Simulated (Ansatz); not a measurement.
Two inputs for Al2O3

Cell: a measured structure from the Crystallography Open Database (COD), taken as it stands.

```cif
data_Al2O3
_symmetry_space_group_name_H-M 'R-3c:H'
_symmetry_Int_Tables_number 167
_cell_length_a 4.7605
_cell_length_b 4.7605
_cell_length_c 12.9956
_cell_angle_alpha 90.000
_cell_angle_beta 90.000
_cell_angle_gamma 120.000
loop_
_atom_site_label
_atom_site_type_symbol
_atom_site_symmetry_multiplicity
_atom_site_Wyckoff_symbol
_atom_site_fract_x
_atom_site_fract_y
_atom_site_fract_z
Al Al 12 c 0.0000 0.0000 0.3522
O O 18 e 0.9733 0.3333 0.5833
```

One atom of each set is listed; the run and its k-mesh use a cell of 10 atoms with edges of 5.13, 5.13, 5.13 Å.

Reference run. Method: Kohn–Sham DFT in Ansatz, PBE, plane waves and PAW, scalar-relativistic, 420 eV cutoff, Γ-centred 8×8×8 k-points, Fermi–Dirac smearing 0.02 eV.

Question: The input is changed as follows: `magnetization`: not typed → {spin_polarized: true}; `basis.ecutwfc`: not typed → 200 eV. What happens to V_zz (10²¹ V/m²) and η?

Answer: 

| site | V_zz reference | η reference | V_zz changed | η changed |
| --- | --- | --- | --- | --- |
| Al | 0.57 | 0.00 | 0.64 | 0.00 |
| O | -3.88 | 0.51 | -2.84 | 0.53 |

The largest change of V_zz is on O, from -3.88 to -2.84. In per cent, |V_zz| changes by +13 on Al, -27 on O (all sites that start above 0.5). At these positions the changed run has forces up to 0.5 eV/Å, so its atoms aren't at their own equilibrium. Its pressure is 34 GPa, against 7 GPa in the reference run. SCF iterations: 6 and 13. New warnings: cutoff below recommended, seeded moment not kept. In the changed run the cutoff of 200 eV lies below the one recommended for these PAW files, so its values aren't converged ones.

On the reference run: At this cell the PBE pressure is 7 GPa, so with PBE the cell would grow if it were relaxed.
